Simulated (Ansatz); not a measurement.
Al:
```yaml
crystal:
  lattice:
    - [2.83050, 0.00000, 0.00000]
    - [-1.41525, 2.45128, 0.00000]
    - [0.00000, 0.00000, 4.61012]
  atoms:
    - { symbol: Al, position: [0.66667, 0.33333, 0.75000] }
    - { symbol: Al, position: [0.33333, 0.66667, 0.25000] }
```

Relaxed with r²SCAN. Special points in fractions of this cell's reciprocal vectors: Γ (0.000, 0.000, 0.000); M (0.500, 0.000, 0.000); K (0.333, 0.333, 0.000); A (0.000, 0.000, 0.500); L (0.500, 0.000, 0.500); H (0.333, 0.333, 0.500).

Problem. List the band energies nearest the Fermi level at these points for r²SCAN (plane waves, PAW; program Ansatz).

Solution. In eV from the Fermi level; about four levels below and three above (degenerate sets whole), none deeper than 8.9 eV; … stands for higher levels left out; points with the same levels are listed once.

```
k                    below                    above
-  -----------------------  -----------------------
Γ              -5.16 -4.59  11.51 11.51 11.71 11.71
M              -5.75 -5.72           0.56 1.33 1.37
K        -3.71 -3.71 -3.63           2.55 2.55 2.72
A                        –              3.74 3.74 …
L  -4.40 -4.40 -3.44 -3.44              7.65 7.65 …
H  -1.90 -1.90 -0.86 -0.86                        …
```

Space group P6_3/mmc (hcp (Mg type)). The workflow started from a Materials Project entry (that database holds measured and hypothetical structures alike); the Crystallography Open Database copy checked does not list it. It is not the phase usual at ambient conditions (space group No. 225). The r²SCAN relaxation kept the symmetry of its start; whether a distortion lowers the energy is not shown.

Potentials: the earlier of the program's two PAW sets. The files were generated under PBE; for other functionals the program regenerates the frozen cores, and for LDA and PBEsol the local potential too.
